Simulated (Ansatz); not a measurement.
The relaxed structure here is a generated cell of Hf2Si: the first start was made by placing the elements on the sites of a structure type, and the end was not matched to a known phase here, so it may be hypothetical.

The start is a generated cell, Hf2Si placed in the AFLOW prototype A2B_mP12_14_2e_e (C43, as in ZrO2). A full variable-cell relaxation at zero pressure is run with r2SCAN (plane waves to 500 eV, PAW, scalar-relativistic; Ansatz, a first-principles code). The first steps use a coarse 3×3×3 k-mesh.

Starting cell:
```
Hf2Si
1.0
    6.11669     0.00000     0.00000
    0.00000     6.18925     0.00000
   -1.01288     0.00000     6.23302
Si Hf
4 8
Direct
  0.27540   0.03950   0.20830
  0.72460   0.53950   0.29170
  0.72460   0.96050   0.79170
  0.27540   0.46050   0.70830
  0.07000   0.33170   0.34470
  0.93000   0.83170   0.15530
  0.93000   0.66830   0.65530
  0.07000   0.16830   0.84470
  0.44960   0.75690   0.47920
  0.55040   0.25690   0.02080
  0.55040   0.24310   0.52080
  0.44960   0.74310   0.97920
```

```yaml
initial_pressure: "+15 GPa (positive: the cell is compressed)"
largest_initial_force: about 2.3 eV/Å, on Si1, Si2, Si3, Si4 (atoms numbered as listed)
outcome: The space group goes from P2₁/c (No. 14) to Pbcm (No. 57), with 12 atoms in the primitive cell
energy_released: 0.46 eV/atom
volume_change: -2.6 %, from 19.66 to 19.15 Å³/atom
Shortest distances (start → end): "The closest pairs of elements (up to four, under 3.6 Å), start → end: Hf–Si 2.44 → 2.70 Å; Hf–Hf 3.02 → 2.90 Å"
band_gap_at_the_end: no gap (metallic)
optimiser_moves: 19
```

The end point of the relaxation:

Space group Pbcm (No. 57); a = 5.3647 Å, b = 7.3908 Å, c = 5.7953 Å, α = 90.00°, β = 90.00°, γ = 90.00°

| atom | site | symmetry | x | y | z |
|---|---|---|---|---|---|
| Si | 4d | ..m | 0.3115 | 0.4432 | 0.2500 |
| Hf | 4d | ..m | 0.1460 | 0.0956 | 0.2500 |
| Hf | 4c | 2.. | 0.6412 | 0.2500 | 0.0000 |

Final values are on a 7×5×7 k-mesh of the relaxed cell. No spin polarisation in the result.

The run could not lose the symmetry of its start, so the end can be a saddle point.
